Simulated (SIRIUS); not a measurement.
A self-consistent single point of CoSi2 (Fm-3m, 3 atoms in the cell; from Materials Project mp-2379, changed as shown).

```
CELL_PARAMETERS angstrom
      0.00000     2.64753     2.64753
      2.64753     0.00000     2.64753
      2.64753     2.64753     0.00000
ATOMIC_POSITIONS crystal
  Co 0.00000 0.00000 0.00000
  Si 0.75000 0.75000 0.75000
  Si 0.25000 0.25000 0.25000
```

Level of theory: PBE, PseudoDojo 0.5 standard norm-conserving PBE (tails mended) pseudopotentials (plane waves; SIRIUS).

SIRIUS settings:

* **parameters.ngridk**: 7 7 7
* **parameters.xc_functionals**: [XC_GGA_X_PBE, XC_GGA_C_PBE]
* **parameters.gk_cutoff**: 9.798 1/bohr
* **parameters.pw_cutoff**: 19.596 1/bohr
* **parameters.smearing**: gaussian
* **parameters.smearing_width**: 0.00499791 Ha
* **potentials**: PseudoDojo 0.5 standard norm-conserving PBE (tails mended) pseudopotentials
* **parameters.electronic_structure_method**: pseudopotential
* **parameters.num_bands**: 17
* **parameters.num_mag_dims**: 0
* **parameters.num_dft_iter**: 100
* **parameters.energy_tol**: 1e-07 Ha
* **parameters.density_tol**: 1e-06
* **mixer.type**: broyden2
* **mixer.beta**: 0.3
* **mixer.use_hartree**: false

Results:

```
Item                                                      Value
------------------------------------------------  -------------
Number of valence electrons                                  25
Number of bands                                              17
Number of k-points after the program's reduction             20
Number of plane waves (most at a k-point)                  3999
Number of SCF iterations                                     27
FFT grid                                           48 × 48 × 48
Free energy E − TS                                -4395.9863 eV
Fermi level (on the code's own zero)                   13.61 eV
Pressure                                               7.15 GPa
```

Stress (GPa, positive for compression):
```
7.15  0.00  0.00
0.00  7.15  0.00
0.00  0.00  7.15
```

For comparison: a first run was changed to give this one (volume scaled by 0.99), and from it to this one the free energy rises by 4.8 meV/atom and the pressure goes from 5.07 to 7.15 GPa.

The run has no spin polarisation, so moments on Co cannot form. The structure comes from a collection of computed structures, made at another level of theory; the collection holds predicted forms beside known ones. No clean gap shows at this smearing width and mesh (spacing up to 0.29 Å⁻¹); the mesh is coarse for partly filled bands, so the values carry mesh errors.

Cost on one core: roughly 80 core-seconds.

“Tails mended”: in these copies of the files the far tail of each local potential was reset to the Coulomb form.
